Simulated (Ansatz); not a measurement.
**Ta2Se (space group P4/nmm), frozen-phonon scan**

Starting cell, Ta$_{2}$Se (space group P4/nmm):

```
CELL_PARAMETERS angstrom
      6.66603     0.00000     0.00000
      0.00000     3.33302     0.00000
      0.00000     0.00000     9.70834
ATOMIC_POSITIONS crystal
  Ta 0.25000 0.00000 0.75641
  Ta 0.75000 0.00000 0.75641
  Ta 0.00000 0.50000 0.24359
  Ta 0.50000 0.50000 0.24359
  Ta 0.00000 0.50000 0.92332
  Ta 0.50000 0.50000 0.92332
  Ta 0.25000 0.00000 0.07668
  Ta 0.75000 0.00000 0.07668
  Se 0.00000 0.50000 0.63376
  Se 0.50000 0.50000 0.63376
  Se 0.25000 0.00000 0.36624
  Se 0.75000 0.00000 0.36624
```

The atoms are displaced by Q × the pattern below (from a DFPT mode at X = (0.5, 0.0, 0.0), largest move 1; Q in Å), at fixed cell. It is one choice among 2 degenerate patterns. (q is in reciprocal vectors of the primitive cell; the cell shown is doubled to hold the pattern.)

```json
[
 {"atom": "Ta1", "x": "0.118", "y": "0.000", "z": "-0.039"},
 {"atom": "Ta2", "x": "-0.118", "y": "0.000", "z": "0.039"},
 {"atom": "Ta3", "x": "0.716", "y": "0.000", "z": "-0.006"},
 {"atom": "Ta4", "x": "-0.716", "y": "0.000", "z": "0.006"},
 {"atom": "Ta5", "x": "0.080", "y": "0.000", "z": "0.048"},
 {"atom": "Ta6", "x": "-0.080", "y": "0.000", "z": "-0.048"},
 {"atom": "Ta7", "x": "0.013", "y": "0.000", "z": "0.292"},
 {"atom": "Ta8", "x": "-0.013", "y": "0.000", "z": "-0.292"},
 {"atom": "Se9", "x": "-0.058", "y": "0.000", "z": "0.165"},
 {"atom": "Se10", "x": "0.058", "y": "0.000", "z": "-0.165"},
 {"atom": "Se11", "x": "-0.010", "y": "0.000", "z": "1.000"},
 {"atom": "Se12", "x": "0.010", "y": "0.000", "z": "-1.000"}
]
```

All values below come from LDA (plane waves to 420 eV, PAW, scalar-relativistic; Ansatz, a quantum-chemistry and plane-wave program). k mesh 7×14×5 (Γ-centred), Fermi-Dirac smearing 0.05 eV. Energies are smeared free energies. Compression counts positive. With partly filled bands, energies and forces of such displacements shift with the k mesh and the smearing. Spin-orbit coupling is left out, though Ta is heavy. Ta2Se is run without spin polarisation. Ta2Se was relaxed with its symmetry unable to fall. The zero of ΔE is the undisplaced structure.

```
Q (Å)   ΔE (meV/cell)  P (GPa)  −dE/dQ from forces (eV/Å)
------  -------------  -------  -------------------------
-0.280            683      1.7                      4.807
-0.233            477      1.2                      4.045
-0.187            306      0.8                      3.264
-0.140            172      0.4                      2.462
-0.093             77      0.2                      1.643
-0.047             19      0.0                      0.819
0.000               0      0.0                      0.000
0.047              19      0.0                     -0.819
0.093              77      0.2                     -1.643
0.140             172      0.4                     -2.462
0.187             306      0.8                     -3.264
0.233             477      1.2                     -4.045
0.280             683      1.7                     -4.807
```

Summary:

The energy at Q = 0.280 Å comes out as 683 meV/cell. Space group of the distorted cell: Pm (No. 6), lowered from P4/nmm. Symmetry of the curve: even: the same for both signs. Shape of the curve: a single well with its minimum at or next to zero displacement. Harmonic wavenumber from the curvature (finite differences): 111 cm⁻¹. Wavenumber by perturbation theory (DFPT, on another k mesh): 111 cm⁻¹.

(A displaced cell: forces are minus the slopes of the energy, force constants its curvatures, and phonons follow from these.)
